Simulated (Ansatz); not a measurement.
Be:
Space group P6₃/mmc (No. 194); a = b = 2.2618 Å, c = 3.5692 Å, α = β = 90.00°, γ = 120.00°

```csv
atom,site,symmetry,x,y,z
Be,2d,-6m2,0.6667,0.3333,0.2500
```

Relaxed at zero pressure with the program Ansatz at the r²SCAN level (PAW).

**Question.** The volume is lowered by 9 % and shape and atoms relax at that volume. What pressure results, and how do the axes share the change?

**Answer.** 13.7 GPa; a -3.2 %, b -3.2 %, c -2.9 %; the energy rises by 28 meV/atom.

**Question.** Give the new structure.

**Answer.** 
Space group P6₃/mmc (No. 194); a = b = 2.189 Å, c = 3.467 Å, α = β = 90.00°, γ = 120.00°

| atom | site | symmetry | x | y | z |
|---|---|---|---|---|---|
| Be | 2d | -6m2 | 0.6667 | 0.3333 | 0.2500 |

The phase is kept; no other phase was compared at this pressure.

Space group P6_3/mmc (hcp (Mg type)). The r²SCAN relaxation kept the symmetry of its start; phonons on a q-mesh show no instability. Axis ratios of metals converge slowly with the k-mesh, so a and c are less sure than the volume.

Potentials: the later of the program's two PAW sets.
